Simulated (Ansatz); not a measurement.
A plane-wave DFT run in Ansatz 0.2.0 (scalar-relativistic PAW potentials unless the input names others): input and command.

```yaml
crystal:
  lattice:
    - [-3.0005303431, 3.0005303431, 2.6534590487]
    - [3.0005303431, -3.0005303431, 2.6534590487]
    - [3.0005303431, 3.0005303431, -2.6534590487]
  atoms:
    - { symbol: Al, position: [0.6645472473, 0.1645472473, 0.8290944945] }
    - { symbol: Al, position: [0.1645472473, 0.3354527527, 0.5] }
    - { symbol: Al, position: [0.3354527527, 0.8354527527, 0.1709055055] }
    - { symbol: Al, position: [0.8354527527, 0.6645472473, 0.5] }
    - { symbol: Pd, position: [0.25, 0.25, 0.0] }
    - { symbol: Pd, position: [0.75, 0.75, 0.0] }
basis:
  ecutwfc: 500
kpoints:
  mp_grid: { grid: [10, 9, 11] }
hamiltonian:
  xc: r2scan
scf:
  occupations: { method: gaussian, width: 0.1 }
  max_iter: 100
output:
  forces: true
  eigenvalues: true
  stress: true
```

```bash
ansatz run input.yaml --threads 1 --pin off --max-ram 2560MiB --backend cpu --events-out ev --progress --plain --runs-dir out
```

Abridged log:
```
Warning: crystal.symmetry: narrowed to the stabiliser of the k-point mesh — unitary ops 16 → 2; excluded 14 operations that carry a point of the 10×9×11 mesh (shift [0, 0, 0]) off the mesh (the run samples exactly the mesh kpoints.mp_grid names, as under crystal.symmetry.detect: false, and its converged state has the mesh's symmetry, not the crystal's; ε∞, the Born charges and the force constants of a linear response (`dielectric:` by the response, `phonons.method: dfpt`) are averaged over those of the crystal's operations that the state keeps within a tolerance, where `mesh_tensors`, `unavera ...
Pseudopotentials: kind: paw
Pseudopotential: Al, paw, valence charge 3, recommended cutoff 500 eV (meta_gga)
Pseudopotential: Pd, paw, valence charge 18, recommended cutoff 500 eV (meta_gga)
Functional definition: r2SCAN
Crystal: 6 atoms, lattice volume = 95.558 Å³
Basis set: ecut = 500 eV, 2393 PW (Γ), exchange–correlation on 160×160×160 points (64 copies of the dense FFT grid, shifted against one another)
Bands: 30, of which v1, the nominal top of the filled ones, is band 24 counted from 1 (23 counted from 0)
Symmetry: 2 space group operations
k-points: 496 of 990
Initial density: superposition of atomic densities (neutral atoms: chi_scale 0, normalization atom), corrected by the library's trained network
Initial wavefunctions: pseudopotential atomic-orbital guess
Functional: x = r2scan, c = r2scan; τ floored in thin density (d = 2e-4 eV/Å³)
SCF iter   1: F=—  HF=-16136.234994 eV  |F-HF|=—  |Δ(HF+E_count)|=         —  Δρ=1.24e-2  dr2=2.36e-1  dr2_τ=5.05e-2  ethr=1.77e-3  ⟨swp⟩=7.5  Hψ=73342  notcnv=0
SCF iter   2: F=—  HF=-16136.269890 eV  |F-HF|=—  |Δ(HF+E_count)|=   3.49e-2  Δρ=6.03e-3  dr2=2.96e-2  dr2_τ=3.77e-3  ethr=4.91e-4  ⟨swp⟩=2.8  Hψ=27306  notcnv=0  defer=586
SCF iter   3: F=—  HF=-16136.264354 eV  |F-HF|=—  |Δ(HF+E_count)|=   5.54e-3  Δρ=2.69e-3  dr2=1.13e-2  dr2_τ=2.54e-4  ethr=6.18e-5  ⟨swp⟩=2.0  Hψ=25035  notcnv=0  defer=586
SCF iter   4: F=—  HF=-16136.261867 eV  |F-HF|=—  |Δ(HF+E_count)|=   2.49e-3  Δρ=5.85e-4  dr2=2.99e-4  dr2_τ=1.66e-5  ethr=2.36e-5  ⟨swp⟩=2.3  Hψ=21161  notcnv=0  defer=586
SCF iter   5: F=—  HF=-16136.261806 eV  |F-HF|=—  |Δ(HF+E_count)|=   6.14e-5  Δρ=1.21e-4  dr2=1.63e-5  dr2_τ=3.05e-7  ethr=6.23e-7  ⟨swp⟩=1.6  Hψ=15554  notcnv=0  defer=586
SCF iter   6: F=—  HF=-16136.261806 eV  |F-HF|=—  |Δ(HF+E_count)|=   3.19e-9  Δρ=2.74e-5  dr2=8.00e-7  dr2_τ=1.54e-8  ethr=3.39e-8  ⟨swp⟩=2.8  Hψ=26708  notcnv=0  defer=586
SCF iter   7: F=-16136.261806 eV  HF=-16136.261806 eV  |F-HF|=4.86e-8  |Δ(HF+E_count)|=   1.69e-7  Δρ=5.38e-6  dr2=6.93e-8  dr2_τ=2.83e-9  ethr=2.08e-10  ⟨swp⟩=8.9  Hψ=69239  notcnv=0
SCF 1 converged in 7 iterations: F = -16136.261806 eV  dr2 = 6.93e-8
SCF converged after 7 iterations
Free energy (F): -16136.261806 eV
Harris-Foulkes:  -16136.261806 eV  (|F-HF|=4.86e-8)
Internal energy: -16136.249959 eV  (E = F + TS)
E sigma→0 (E₀):  -16136.255882 eV
Entropy (-TS):   -0.011847 eV (-1.974 meV/atom)
Fermi energy:    11.844413 eV
--- Forces (eV/Å), atoms counted from 1 ---
  atom   1  Al     0.00519986     0.00507936     0.00316828
  atom   2  Al    -0.01263645     0.01471656    -0.00153796
  atom   3  Al    -0.00519986    -0.00507936    -0.00316828
  atom   4  Al     0.01263645    -0.01471656     0.00153796
  atom   5  Pd     0.00263937     0.00074329    -0.00092447
  atom   6  Pd    -0.00263937    -0.00074329     0.00092447
--- Stress (GPa, compression-positive) ---
        0.022753      -0.013159       0.229435
       -0.013159      -0.012433       0.034470
        0.229435       0.034470      -0.038797
  P = ⅓ Tr σ = -0.0095 GPa (-0.095 kbar)
```

One setting here is unusual or wrong in general: a mesh that breaks the symmetry (kpoints.mp_grid.grid: [10, 10, 10] → [10, 9, 11]). For this cell it did little harm to the result: the run converged in 7 SCF iterations with an energy at zero smearing 0.12 meV/atom above the reference's, pressure -0.01 GPa, largest force 0.019 eV/Å, no gap on the mesh. The program drops the symmetry operations that the mesh breaks, which leaves more k-points to solve, 496 here. The stress tensor, though, breaks the crystal's symmetry by up to 0.23 GPa, which comes from the mesh. A reference run on usual settings, whose relaxation ended at this geometry, converged, and the end of its own relaxation has pressure 0.00 GPa, largest force 0.000 eV/Å, no gap on the mesh.

It took 2.6 min on 1 thread of Arm Neoverse V2 (shared host), peak memory 1.5 GiB.